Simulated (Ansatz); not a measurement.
VN:
```xyz
2
Lattice="0.0000 2.0583 2.0583 2.0583 0.0000 2.0583 2.0583 2.0583 0.0000" Properties=species:S:1:pos:R:3 pbc="T T T"
N      0.0000     0.0000     0.0000
V      2.0583     2.0583     2.0583
```

Relaxed with PBE.

Q: Which orbitals make up the states near the Fermi level in PBE in the plane-wave PAW code Ansatz?

A: Within 0.5 eV of the Fermi level: V 3d 89 %, N 2p 9 %. Projections are on Löwdin-orthogonalised atomic valence shells; empty p or d shells of many metals are not among them.

Q: Tabulate the density of states.

A: States/eV per cell of 2 atoms, in 0.25 eV bins, energy from the Fermi level.

| E (eV) | total | V 3d | N 2p | N 2s |
|---|---|---|---|---|
| -7.85 | 0.71 | 0.19 | 0.44 | 0.01 |
| -7.60 | 1.06 | 0.27 | 0.67 | 0.02 |
| -7.35 | 1.23 | 0.29 | 0.80 | 0.02 |
| -7.10 | 1.29 | 0.27 | 0.89 | 0.02 |
| -6.85 | 0.98 | 0.18 | 0.71 | 0.01 |
| -6.60 | 0.75 | 0.13 | 0.56 | 0.01 |
| -6.35 | 0.85 | 0.21 | 0.58 | 0.01 |
| -6.10 | 2.73 | 0.92 | 1.71 | 0.02 |
| -5.85 | 2.68 | 1.02 | 1.61 | 0.01 |
| -5.60 | 2.79 | 1.02 | 1.71 | 0.01 |
| -5.35 | 1.81 | 0.66 | 1.11 | 0.01 |
| -5.10 | 1.42 | 0.51 | 0.88 | 0.01 |
| -4.85 | 1.17 | 0.41 | 0.73 | 0.01 |
| -4.60 | 0.97 | 0.33 | 0.62 | 0.00 |
| -4.35 | 0.81 | 0.26 | 0.53 | 0.00 |
| -4.10 | 0.67 | 0.20 | 0.46 | 0.00 |
| -3.85 | 0.48 | 0.13 | 0.35 | 0.00 |
| -3.60 | 0.22 | 0.07 | 0.14 | 0.00 |
| -3.35 | 0.17 | 0.06 | 0.10 | 0.00 |
| -3.10 | 0.16 | 0.07 | 0.09 | 0.00 |
| -2.85 | 0.17 | 0.10 | 0.08 | 0.00 |
| -2.60 | 0.20 | 0.13 | 0.07 | 0.00 |
| -2.35 | 0.25 | 0.18 | 0.07 | 0.00 |
| -2.10 | 0.32 | 0.24 | 0.07 | 0.00 |
| -1.85 | 0.42 | 0.32 | 0.08 | 0.00 |
| -1.60 | 0.56 | 0.46 | 0.09 | 0.00 |
| -1.35 | 0.69 | 0.58 | 0.10 | 0.00 |
| -1.10 | 0.79 | 0.66 | 0.11 | 0.00 |
| -0.85 | 0.90 | 0.77 | 0.12 | 0.01 |
| -0.60 | 1.04 | 0.90 | 0.13 | 0.01 |
| -0.35 | 1.26 | 1.10 | 0.14 | 0.01 |
| -0.10 | 1.62 | 1.42 | 0.16 | 0.01 |
| 0.15 | 1.78 | 1.59 | 0.15 | 0.02 |
| 0.40 | 2.62 | 2.38 | 0.20 | 0.02 |
| 0.65 | 3.38 | 3.11 | 0.22 | 0.03 |
| 0.90 | 2.29 | 2.02 | 0.23 | 0.01 |
| 1.15 | 4.95 | 4.15 | 0.72 | 0.01 |
| 1.40 | 2.34 | 1.92 | 0.38 | 0.01 |
| 1.65 | 0.70 | 0.52 | 0.15 | 0.02 |
| 1.90 | 0.80 | 0.57 | 0.17 | 0.04 |
| 2.15 | 1.01 | 0.71 | 0.20 | 0.08 |
| 2.40 | 1.12 | 0.77 | 0.21 | 0.10 |
| 2.65 | 1.12 | 0.75 | 0.21 | 0.12 |
| 2.90 | 1.46 | 0.97 | 0.27 | 0.16 |
| 3.15 | 1.41 | 0.91 | 0.31 | 0.14 |
| 3.40 | 1.26 | 0.79 | 0.32 | 0.11 |
| 3.65 | 1.14 | 0.70 | 0.33 | 0.07 |
| 3.90 | 1.05 | 0.63 | 0.34 | 0.05 |
| 4.15 | 0.99 | 0.58 | 0.34 | 0.04 |
| 4.40 | 0.93 | 0.54 | 0.35 | 0.02 |
| 4.65 | 0.87 | 0.49 | 0.34 | 0.01 |

Space group Fm-3m (rock salt). The cell was relaxed with PBE under the symmetry of its start. The workflow began spin-polarised and lost its moments.

Potentials: the later of the program's two PAW sets.
